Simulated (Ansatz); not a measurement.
GaAs:
Space group Pm-3m (No. 221); a = b = c = 3.312 Å, α = β = γ = 90.00°

```
atom  site  symmetry       x       y       z
----  ----  --------  ------  ------  ------
Ga      1a      m-3m  0.0000  0.0000  0.0000
As      1b      m-3m  0.5000  0.5000  0.5000
```

Relaxed with PBEsol.

Question: Decompose the optical modes at the zone centre into irreducible representations, and say which are infrared and Raman allowed.

Answer: Point group m-3m: Γ_opt = T1u. Infrared: T1u. Raman: none.

Question: Assign frequencies (DFPT, plane-wave PAW PBEsol (Ansatz code)).

Answer: T1u 92 cm⁻¹.

The cell is a constructed one: a structure type filled with these elements; neither database checked (COD, Materials Project) lists it. It is not the phase usual at ambient conditions (space group No. 216). The cell was relaxed with PBEsol under the symmetry of its start. At this level the phase is mechanically unstable. As this level gives no gap, phonon frequencies hold no LO–TO term and depend on the k-mesh and smearing (Fermi–Dirac, 0.1 eV here).

Potentials: the later of the program's two PAW sets.
